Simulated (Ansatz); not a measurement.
Co3Si:
```cif
data_Co6Si2
_chemical_formula_sum 'Co6 Si2'
_space_group_name_H-M_alt 'P 1'
_space_group_IT_number 1
_cell_length_a 4.89157
_cell_length_b 4.89157
_cell_length_c 3.90901
_cell_angle_alpha 90.000
_cell_angle_beta 90.000
_cell_angle_gamma 120.000
loop_
_space_group_symop_operation_xyz
  'x, y, z'
loop_
_atom_site_label
_atom_site_type_symbol
_atom_site_fract_x
_atom_site_fract_y
_atom_site_fract_z
_atom_site_occupancy
Co1 Co 0.16646 0.33293 0.75000 1
Co2 Co 0.83354 0.66707 0.25000 1
Co3 Co 0.83354 0.16646 0.25000 1
Co4 Co 0.16646 0.83354 0.75000 1
Co5 Co 0.66707 0.83354 0.75000 1
Co6 Co 0.33293 0.16646 0.25000 1
Si1 Si 0.66667 0.33333 0.75000 1
Si2 Si 0.33333 0.66667 0.25000 1
```

Relaxed with r²SCAN.

Tabulate the valence density and the electron localisation function along the shortest Co–Co contact (2.41 Å), r²SCAN (plane waves, PAW; program Ansatz).



```csv
distance from Co (Å),density (e/Å³),ELF
0.24,32.55,0.96
0.36,17.21,0.86
0.48,7.95,0.64
0.60,3.54,0.39
0.72,1.67,0.24
0.84,0.86,0.18
0.96,0.53,0.18
1.08,0.42,0.24
1.21,0.39,0.29
1.33,0.42,0.24
1.45,0.53,0.18
1.57,0.86,0.18
1.69,1.66,0.24
1.81,3.54,0.39
1.93,7.95,0.64
2.05,17.21,0.86
2.17,32.54,0.96
```

The density is the valence pseudo-density with augmentation charge, so density and ELF within about 1 Å of a nucleus are not all-electron values.

Space group P6_3/mmc. The first step of the workflow began from a Materials Project structure, measured or hypothetical; the Crystallography Open Database copy checked does not list it. Whether it is the stable phase at ambient conditions was not checked. The r²SCAN relaxation kept the symmetry of its start; its stability against distortions is not shown here. The run is not spin-polarised.

Potentials: the later of the program's two PAW sets.
